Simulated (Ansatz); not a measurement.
Input:

MoS2 (3R-MoS2 type, space group R3m)

```
MoS2
1.0
    1.55780     0.89940     5.78545
   -1.55780     0.89940     5.78545
    0.00000    -1.79879     5.78545
Mo S
1 2
Direct
  0.00004   0.00004   0.00004
  0.75647   0.75647   0.75647
  0.57679   0.57679   0.57679
```

Scan: atom 3 (S, nearest neighbour Mo at 2.381 Å; its periodic images, 3.1 Å or more away, move with it) is displaced towards the nearest neighbour, direction (-0.654, -0.378, 0.655) in Cartesian axes, by s. The other atoms stay.

These are PBEsol-D3(BJ) (plane waves to 420 eV, PAW, scalar-relativistic; Ansatz, an electronic-structure program) values and carry that method's errors. k mesh 10×10×10 (Γ-centred), Fermi-Dirac smearing 0.05 eV. The energy includes the smearing's −TS. Left out: 1 of 11 points, with atoms too close for the PAW data. As the smearing reaches across the gap at some points, energies and forces of such displacements shift with the k mesh and the smearing. MoS2 is run without spin polarisation. MoS2 was relaxed with its symmetry unable to fall. This is one of several known forms of MoS2; the measured ambient cells at hand have space group No. 194. The zero of ΔE is the undisplaced structure.

The scan covers s from -0.480 to 0.384 Å in 10 points.

Q: Is this a single well or a double well?

A: A single well with its minimum at or next to zero displacement.

Q: Is the energy the same for displacements of ±0.384 Å, and if not, which side lies higher?

A: Not even: the positive side lies higher at ±0.384 Å. With its periodic images moving along, the atom's site symmetry in this cell is 3m.

Q: What is the energy change at s = 0.384 Å?

A: 1591 meV/cell.

Q: What is the force constant k = d²E/ds² of this move at s = 0?

A: 13.8 eV/Å².

(A displaced cell: forces are minus the slopes of the energy, force constants its curvatures, and phonons follow from these.)
